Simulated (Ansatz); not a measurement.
VSi (NiAs type, space group No. 194) under volume change, PBE (plane waves, PAW; program Ansatz), shape and atoms relaxed at each volume.

```csv
V (Å³/atom),E − E(relaxed) (meV/atom),P (GPa)
12.059,65.3,19.02
12.457,27.4,11.67
12.854,6.5,5.39
13.252,0.0,0.00
13.649,5.9,-4.60
14.047,22.3,-8.53
14.444,47.7,-11.84
```

**Question.** What does a third-order Birch–Murnaghan fit give for V₀, B₀ and B′?

**Answer.** V₀ = 13.25 Å³/atom, B₀ = 165 GPa, B′ = 4.2.

Space group P6_3/mmc (NiAs type). A made-up cell: these elements were put on the sites of a structure type; neither database checked (COD, Materials Project) lists it. Its standing as an ambient phase is unchecked. Symmetry was held in the PBE relaxation; its stability against distortions is not shown here. The workflow began spin-polarised and lost its moments.

Potentials: the later of the program's two PAW sets.
